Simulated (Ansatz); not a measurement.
Sr$_{3}$CO: modes against the lattice constant

The calculation used Ansatz 0.2.0, DFT PBEsol, scalar-relativistic, plane waves, PAW. Plane waves to 420 eV; Γ-centred k mesh 8×8×8; Fermi-Dirac smearing of 0.15 eV. No spin polarisation. Phonons by linear response, acoustic sum rule imposed.

The cell is fixed (symmetry leaves no force on the atoms) and stands under -1.7 GPa:
Space group Pm-3m (No. 221). a = 4.885 Å, b = 4.885 Å, c = 4.885 Å, α = 90.00°, β = 90.00°, γ = 90.00°
```tsv
atom	site	symmetry	x	y	z
C	1a	m-3m	0.0000	0.0000	0.0000
O	1b	m-3m	0.5000	0.5000	0.5000
Sr	3c	4/mm.m	0.5000	0.5000	0.0000
```

Its imaginary modes show that this cell, the ideal cubic antiperovskite prototype, isn't a minimum of the energy. Without a gap, frequencies and elastic constants depend on the k mesh and the smearing, soft modes and shear constants most. A semilocal functional can close a gap that the real compound has.

How do the optical zone-centre modes (counted from the lowest optical one, degenerate ones once; i marks imaginary ones) of this metal change over a = 4.714, 4.813 and 4.885 Å?

Results:

```tsv
a (Å)	4.714	4.813	4.885
pressure (GPa)	4.4	0.5	-1.7
mode 1 (cm⁻¹)	176i	183i	186i
mode 4 (cm⁻¹)	57i	43i	32i
mode 7 (cm⁻¹)	188	190	189
mode 10 (cm⁻¹)	391	349	319
```

The bands only touch here, so at this level the crystal is a zero-gap semiconductor or semimetal, not an ordinary metal; spin–orbit coupling, left out, can open or move such a gap.